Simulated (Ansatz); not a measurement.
Mg:
```
CELL_PARAMETERS angstrom
      2.99495     0.00000     0.00000
      0.00000     2.99495     0.00000
      0.00000     0.00000     2.99495
ATOMIC_POSITIONS crystal
  Mg 0.00000 0.00000 0.00000
```

Relaxed with r²SCAN. Special points in fractions of this cell's reciprocal vectors: Γ (0.000, 0.000, 0.000); X (0.000, 0.500, 0.000); M (0.500, 0.500, 0.000); R (0.500, 0.500, 0.500).

### Question
List the band energies nearest the Fermi level at these points for DFT-r²SCAN in the program Ansatz with PAW potentials.

### Answer
In eV from the Fermi level; about four levels below and three above (degenerate sets whole), none deeper than 8.9 eV; … stands for higher levels left out; points with the same levels are listed once.

| k | below | above |
|---|---|---|
| Γ | -6.70 | 8.78 8.78 … |
| X | -2.33 -2.21 | 11.42 14.22 14.22 |
| M | – | 1.45 1.45 2.63 |
| R | – | 5.07 5.07 5.07 |

Space group Pm-3m (simple cubic). The cell is a constructed one: a structure type filled with these elements; neither database checked (COD, Materials Project) lists it. It is not the phase usual at ambient conditions (space group No. 194). The r²SCAN relaxation kept the symmetry of its start. At this level the phase is mechanically unstable.

Potentials: the later of the program's two PAW sets.
